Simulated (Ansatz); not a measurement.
LaSi$_{2}$Ru$_{2}$ in space group I4/mmm (No. 139; La on 2a, Ru on 4d, Si on 4e) under volume change, the program Ansatz at the r²SCAN level (PAW), shape and atoms relaxed at each volume.

```csv
V (Å³/atom),E − E(relaxed) (meV/atom),P (GPa)
16.809,27.5,8.84
17.345,[?],[?]
17.881,0.0,0.00
18.418,[?],[?]
18.954,20.6,-5.76
```

Q: Fill in the missing entries.

A: 
- 18.418, E − E(relaxed) (meV/atom): 5.5
- 18.418, P (GPa): -3.18
- 17.345, E − E(relaxed) (meV/atom): 6.4
- 17.345, P (GPa): 3.93

Q: What does a third-order Birch–Murnaghan fit give for V₀, B₀ and B′?

A: V₀ = 17.88 Å³/atom, B₀ = 118 GPa, B′ = 6.1.

The workflow started from an entry of the Crystallography Open Database (COD). Its standing as an ambient phase is unchecked. The r²SCAN relaxation kept the symmetry of its start; its stability against distortions is not shown here. The run is not spin-polarised. Spin–orbit coupling is left out wherever it is not named.

Potentials: the later of the program's two PAW sets.
